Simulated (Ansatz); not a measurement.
Values for one crystal, relaxed and computed with r²SCAN (plane waves, PAW; program Ansatz); other levels are named.

```yaml
volume_per_atom: 16.73 Å³
electronic_character: metallic (no gap)
Density of states at the Fermi level: 0.38 states/eV per atom (mean over ±0.08 eV)
Formation energy from the elements (no fitted shifts): -0.59 eV/atom
```

### Question
Pick the material that matches.
A. LaInPt4, F-43m (La on 4a, In on 4d, Pt on 16e)
B. In3Pd5, Pbam (Pearson symbol oP16)
C. PrGaPt, Pnma (Pr on 4c, Ga on 4c, Pt on 4c)
D. TiGaPd, P6_3/mmc (Ti on 2a, Ga on 2d, Pd on 2c)

### Answer
B, In3Pd5, Pbam (Pearson symbol oP16)

The workflow started from an entry of the Crystallography Open Database (COD). Whether it is the stable phase at ambient conditions was not checked. The cell was relaxed with r²SCAN under the symmetry of its start; whether a distortion lowers the energy is not shown. The run is not spin-polarised. The references are the lowest solids computed at this level, not always the standard phases. Scalar-relativistic: spin–orbit coupling is off unless named, which matters more the heavier the elements.

Potentials: the later of the program's two PAW sets.
